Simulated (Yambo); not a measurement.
```
SnS2
1.0
    3.66511     0.00000     0.00000
   -1.83255     3.17408     0.00000
    0.00000     0.00000    15.90000
S Sn
2 1
Direct
  0.66667   0.33333   0.90668
  0.33333   0.66667   0.09332
  0.00000   0.00000   0.00000
```

Response from Yambo on norm-conserving PBE (stringent potentials; Quantum ESPRESSO, 102 Ry, without SOC) bands: 24×24×1 mesh, 51 bands, 2 Ry local-field block, 0.2 eV broadening.

**Question.** Give the static in-plane polarisability without and with local fields.

**Answer.** 
| field along | α(0), independent particles (Å) | α(0), RPA with local fields (Å) | screening length 2πα (Å) |
|---|---|---|---|
| x | 3.64 | 3.19 | 20.1 |
Electronic (clamped-ion) response only. PBE gaps are usually too small, which raises these values. Convergence of the RPA response with its 24×24×1 mesh was not tested.

Geometry relaxed with PBE+D3(BJ).
